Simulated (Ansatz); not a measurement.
# Zincblende alloy of AlAs and GaP (26 of 32 Al sites, 26 of 32 As sites exchanged), 64 atoms

Ansatz, PAW, plane waves. PBEsol relaxation of volume and atoms (shape held) at the single k point (¼, ¼, ¼) without its symmetry partners; single points on the relaxed atoms at the Γ point alone, onto which points of the small cell's zone fold. Arrangement: quasirandom. No spin–orbit coupling unless named.

Relaxed structure:

```
CELL_PARAMETERS angstrom
10.96989 0.00000 0.00000
0.00000 10.96989 0.00000
0.00000 0.00000 10.96989
ATOMIC_POSITIONS crystal
Ga 0.99959 0.99975 0.00090
Ga 0.99653 0.99679 0.49694
Ga 0.00078 0.49980 0.49910
Ga 0.50728 0.00021 0.00129
Ga 0.50378 0.00302 0.49626
Ga 0.49694 0.50243 0.00438
Ga 0.24681 0.25369 0.00450
Ga 0.25241 0.25282 0.49648
Ga 0.24616 0.74638 0.49671
Ga 0.75291 0.24633 0.00523
Ga 0.75093 0.24969 0.49917
Ga 0.75063 0.75006 0.00116
Ga 0.75308 0.75321 0.49719
Ga 0.24717 0.00294 0.25350
Ga 0.24599 0.99644 0.75296
Ga 0.24913 0.50001 0.24971
Ga 0.25012 0.49944 0.74930
Ga 0.75081 0.99989 0.24957
Ga 0.75075 0.99951 0.74974
Ga 0.75032 0.49886 0.25031
Ga 0.99954 0.24990 0.25157
Ga 0.99923 0.74993 0.74914
Ga 0.50049 0.24983 0.24894
Ga 0.50018 0.25012 0.74346
Ga 0.50329 0.74722 0.25405
Ga 0.50080 0.74939 0.75690
Al 0.99924 0.49947 0.00058
Al 0.49653 0.49665 0.49559
Al 0.24510 0.74575 0.99745
Al 0.75717 0.50078 0.74957
Al 0.99664 0.25260 0.75353
Al 0.99916 0.74869 0.24856
P 0.12296 0.12560 0.12653
P 0.12349 0.62291 0.12551
P 0.12379 0.62388 0.62500
P 0.62647 0.12464 0.12751
P 0.62707 0.12476 0.62341
P 0.62606 0.62460 0.12652
P 0.37417 0.37550 0.12731
P 0.37384 0.37539 0.62333
P 0.87573 0.37430 0.12671
P 0.87656 0.37481 0.62308
P 0.87490 0.87518 0.12511
P 0.87496 0.87466 0.62470
P 0.37596 0.12643 0.37394
P 0.37316 0.62366 0.37360
P 0.37350 0.62335 0.87576
P 0.87425 0.12429 0.37430
P 0.87442 0.12378 0.87678
P 0.87528 0.62439 0.37463
P 0.87660 0.62653 0.87648
P 0.12504 0.37552 0.37384
P 0.12451 0.37636 0.87577
P 0.12260 0.87375 0.37384
P 0.12150 0.87338 0.87576
P 0.62533 0.37335 0.37384
P 0.62713 0.87586 0.37372
P 0.62775 0.87466 0.87601
As 0.12313 0.12560 0.62371
As 0.62518 0.62457 0.62342
As 0.37461 0.87358 0.12540
As 0.37536 0.87376 0.62395
As 0.37485 0.12566 0.87633
As 0.62620 0.37481 0.87668
```

(1) What are the mean bond lengths by pair (pairs within 1.2 times the sum of covalent radii, less contacts 15 % beyond the pair's median; cation–cation pairs of compounds aside; long ionic contacts are cut short by that bound)?

(2) What gap lies between the top filled and the lowest empty level in the single points?

Answers

(1) Al–As 2.431 ± 0.007 Å (standard deviation, 5 bonds); Al–P 2.364 ± 0.005 Å (standard deviation, 19 bonds); As–Ga 2.428 ± 0.007 Å (standard deviation, 19 bonds); Ga–P 2.363 ± 0.007 Å (standard deviation, 85 bonds).

(2) HSE06 2.16 eV (20 s on NVIDIA GB200). An indirect band minimum needn't fold onto Γ of this cell; where it doesn't, these gaps are too wide.
